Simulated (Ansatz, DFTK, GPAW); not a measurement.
## HPbNO4: 3 runs at one level of theory

```
H Pb N O
1.0
     3.85404    0.14384    0.09012
    -0.25320    5.52698    0.16471
    -0.48197   -1.92720    5.72025
H Pb N O
1 1 1 4
Direct
  0.10913 0.65718 0.54463
  0.61029 0.52127 0.15100
  0.91580 0.96263 0.95867
  0.01384 0.13639 0.88084
  0.72398 0.01057 0.12858
  0.00389 0.73732 0.87043
  0.11927 0.59324 0.37651
```

The cell comes from a database or a generator and needn't be the stable form of this composition.

Alike in all runs: task band structure; functional PBEsol; k mesh 5 × 4 × 4; occupations fermi-dirac, width 0.05 eV; no spin polarisation; no spin-orbit coupling. Pressure is positive in compression and, in plane waves, holds the error of the finite cutoff. Gaps are the smaller of the mesh's and the band path's.

```csv
program and potentials,plane-wave cutoff (eV),notes,band gap (eV),pressure (GPa),largest force (eV/Å)
"Ansatz, all-electron LAPW, scalar-relativistic",-,-,3.16,-2.17,0.448
"GPAW, PAW data sets generated for this functional",800,-,3.13,-2.37,0.526
"DFTK, SPMS 1.0 (PBE)",1225,potentials made for PBE,3.11,-2.10,0.305
```

Force on atom 4 (O), eV/Å:

```csv
program and potentials,x,y,z
"Ansatz, all-electron LAPW, scalar-relativistic",-0.144,-0.366,0.215
"GPAW, PAW data sets generated for this functional",-0.132,-0.321,0.201
"DFTK, SPMS 1.0 (PBE)",-0.100,-0.224,0.166
```

The band gap spans 3.11 (DFTK, SPMS 1.0 (PBE)) to 3.16 eV (Ansatz, all-electron LAPW, scalar-relativistic), with all-electron results at 3.16. The pressure spans -2.37 (GPAW, PAW data sets generated for this functional) to -2.10 GPa (DFTK, SPMS 1.0 (PBE)), with all-electron results at -2.17. Spin-orbit coupling, left out here, moves the band edges of heavy atoms. The paths' points differ, which is worth about 0.01 eV.

Differences between rows come from potentials, basis sets and numerical settings, since the functional is the same but for its coding. Runs on potential files found faulty are left out.
